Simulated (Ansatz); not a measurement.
**Relaxing a structure of TiSi2**

The start is a generated trial cell of TiSi2 in the C49 structure type. The cell and all atomic positions are relaxed at zero pressure with PBE (plane waves to 420 eV, PAW, scalar-relativistic; Ansatz, a first-principles code). The first steps use a coarse 7×7×7 k-mesh.

The start:
```yaml
crystal:
  lattice:
    - [1.77596, -7.00863, 0.00000]
    - [1.77596, 7.00863, 0.00000]
    - [0.00000, 0.00000, 3.49479]
  atoms:
    - { symbol: Si, position: [0.93900, 0.06100, 0.75000] }
    - { symbol: Si, position: [0.06100, 0.93900, 0.25000] }
    - { symbol: Si, position: [0.25000, 0.75000, 0.75000] }
    - { symbol: Si, position: [0.75000, 0.25000, 0.25000] }
    - { symbol: Ti, position: [0.60400, 0.39600, 0.75000] }
    - { symbol: Ti, position: [0.39600, 0.60400, 0.25000] }
```

```yaml
outcome: The space group stays Cmcm (No. 63) (the run could not lower it); the end is AFLOW prototype A2B_oC12_63_2c_c (C49, as in ZrSi2), with 6 atoms in the primitive cell
energy_released: 0.02 eV/atom
optimiser_moves: 8
```

Final values are on a 14×14×13 k-mesh of the relaxed cell. No spin polarisation in the result.

The run could not lose the symmetry of its start.
